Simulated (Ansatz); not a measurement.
The start is a generated cell, La built in the bcc structure type. Cell shape, volume and atoms are optimised at zero target pressure with PBEsol (plane waves to 420 eV, PAW, scalar-relativistic; Ansatz, an electronic-structure program). The first steps use a coarse 11×11×11 k-mesh.

Starting cell:
```
CELL_PARAMETERS angstrom
     -2.10671     2.10671     2.10671
      2.10671    -2.10671     2.10671
      2.10671     2.10671    -2.10671
ATOMIC_POSITIONS crystal
  La 0.00000 0.00000 0.00000
```

- Outcome: The space group stays Im-3m (No. 229) (the run could not lower it); the end is bcc (W type), with 1 atom in the primitive cell
- Energy released: 0.02 eV/atom
- Volume change: -7.1 %, from 37.40 to 34.73 Å³/atom
- Shortest distances (start → end): The closest pairs of elements (up to four, under 3.6 Å), start → end: La–La 3.65 → 3.56 Å
- Band gap at the end: zero (metallic)
- Optimiser moves: 4

The end point of the relaxation:

Space group Im-3m (No. 229); a = b = c = 4.1107 Å, α = β = γ = 90.00°

```json
[
 {"atom": "La", "site": "2a", "symmetry": "m-3m", "x": "0.0000", "y": "0.0000", "z": "0.0000"}
]
```
(The calculation used a cell of 1 atom; values per cell refer to that cell.)

Final values are on a 16×16×16 k-mesh of the relaxed cell. No spin polarisation in the result. A magnetic state may lie lower.

The run could not lose the symmetry of its start.

This is a known allotrope of La, reached from a generated start. Known forms of La include space group No. 194.
